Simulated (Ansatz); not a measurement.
## HCl: a sublattice moved along a line

Method: DFT PBEsol, scalar-relativistic, plane waves, PAW (Ansatz). The runs took a 420 eV cutoff, a Γ-centred 16×16×16 mesh and Gaussian smearing (0.15 eV). No spin polarisation. Energies are free energies at this smearing, counted from the undisturbed cell; pressure is positive in compression.

The undisturbed cell (as given, not relaxed at this level; it stands at -10.3 GPa, and it needn't be the usual structure):

```xyz
2
Lattice="0.0000 2.7375 2.7375 2.7375 0.0000 2.7375 2.7375 2.7375 0.0000" Properties=species:S:1:pos:R:3 pbc="T T T"
H     0.0000    0.0000    0.0000
Cl    2.7375    2.7375    2.7375
```

Every H atom is moved by x along the Cartesian unit vector (0.000, 0.000, 1.000); the cell and all other atoms stay fixed. No H has a neighbour within 2.7 Å, far over the length of a bond, so this isn't the molecular solid and its metallic bands say nothing of the real compound. At -10 GPa the given cell is far from its own equilibrium, so these figures belong to a strongly strained crystal.

Task: Over the sampled range (-0.5000 to 0.4375), is the undisturbed cell the lowest point?

Result: No: the energy is lower at x (Å) = -0.5000, -465.4 in ΔE (meV/cell).

Task: Does a gap open on the k-mesh along the scan?

Result: Yes: there is none in the undisturbed cell, but one shows at x (Å) = -0.5000, -0.2500, 0.3125, 0.3750, 0.4375, at most 0.67 eV.

The scan:

| x (Å) | ΔE (meV/cell) |
| --- | --- |
| -0.5000 | -465.4 |
| -0.2500 | -115.9 |
| 0.0000 | 0.0 |
| 0.0625 | -7.2 |
| 0.1250 | -29.0 |
| 0.1875 | -65.2 |
| 0.3125 | -180.9 |
| 0.3750 | -260.6 |
| 0.4375 | -355.2 |